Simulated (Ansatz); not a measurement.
The relaxed structure here is a generated cell of Co: the first start was made by placing the elements on the sites of a structure type, and the end was not matched to a known phase here, so it may be hypothetical. Known forms of Co include space group No. 194.

A relaxed cell of Co (Pm-3n (No. 223)), relaxed on a k-mesh at least as fine as the one used below. The numbers are results of PBE (plane waves to 420 eV, PAW, scalar-relativistic; Ansatz, a first-principles code), not measurements. Γ-centred k-mesh 7×7×7 on the run's cell (coarser than for final values), Fermi–Dirac smearing 0.05 eV.

```
CELL_PARAMETERS angstrom
      4.46547     0.00000     0.00000
      0.00000     4.46547     0.00000
      0.00000     0.00000     4.46547
ATOMIC_POSITIONS crystal
  Co 0.25000 0.00000 0.50000
  Co 0.75000 0.00000 0.50000
  Co 0.00000 0.50000 0.25000
  Co 0.00000 0.50000 0.75000
  Co 0.50000 0.25000 0.00000
  Co 0.50000 0.75000 0.00000
  Co 0.00000 0.00000 0.00000
  Co 0.50000 0.50000 0.50000
```
Spin-polarised start, with parallel moments on Co.

The atoms are displaced by (Å):

| atom | ux | uy | uz |
|---|---|---|---|
| Co1 | -0.019 | 0.115 | -0.105 |
| Co2 | -0.013 | 0.038 | -0.121 |
| Co3 | -0.055 | 0.159 | -0.127 |
| Co4 | -0.046 | 0.001 | -0.016 |
| Co5 | 0.059 | 0.036 | -0.104 |
| Co6 | 0.027 | 0.017 | 0.058 |
| Co7 | 0.046 | -0.201 | -0.061 |
| Co8 | 0.010 | 0.010 | -0.081 |

Q: What forces (eV/Å) and pressure result?

A: 
| atom | Fx | Fy | Fz |
|---|---|---|---|
| Co1 | 0.10 | -0.28 | 0.27 |
| Co2 | 0.09 | -0.06 | 0.38 |
| Co3 | 0.32 | -2.02 | 2.40 |
| Co4 | 0.20 | -0.68 | -1.90 |
| Co5 | -0.14 | -0.56 | 0.10 |
| Co6 | -0.21 | 0.15 | -0.67 |
| Co7 | -0.06 | 3.16 | -0.91 |
| Co8 | -0.30 | 0.27 | 0.32 |

Pressure +4.1 GPa.

Q: Estimate the energy cost of the displacement in the harmonic approximation and compare with the calculation.

A: For a harmonic well ΔE = −½ Σ F·u = 0.711 eV a cell, or 89 meV/atom. The calculated energy relative to the undisplaced cell is +0.08 eV/atom, so the harmonic estimate holds well.

Spin state reached: ferromagnetic (net 1.70 μB/atom), from parallel starting moments; other spin orders were not run from this start.

The run that gave the undisplaced cell could not lose the symmetry of its start; a randomly shaken copy of 8 atoms returns to this structure.
